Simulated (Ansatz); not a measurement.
Consider the following.

Ge:
```yaml
crystal:
  lattice:
    - [0.00000, 3.73416, 3.73416]
    - [3.73416, 0.00000, 3.73416]
    - [3.73416, 3.73416, 0.00000]
  atoms:
    - { symbol: Ge, position: [0.12500, 0.12500, 0.12500] }
    - { symbol: Ge, position: [0.62500, 0.12500, 0.12500] }
    - { symbol: Ge, position: [0.12500, 0.12500, 0.62500] }
    - { symbol: Ge, position: [0.12500, 0.62500, 0.12500] }
```

This is the r²SCAN+D4-relaxed structure.

**Question.** All from r²SCAN+D4 (plane waves, PAW; program Ansatz), unless another level is named. Estimate the electronic character.

**Answer.** metallic (no gap).

**Question.** Give the density of states at the Fermi level.

**Answer.** 0.46 states/eV per atom (mean over ±0.08 eV).

Space group Fd-3m. The workflow started from an entry of the Crystallography Open Database (COD). Its sites differ from those of the usual phase in this space group: another stacking or structure type. The r²SCAN+D4 relaxation kept the symmetry of its start; whether a distortion lowers the energy is not shown. The volume moved by 132 % from the start of the relaxation. Spin–orbit coupling is left out wherever it is not named.

Potentials: the later of the program's two PAW sets.
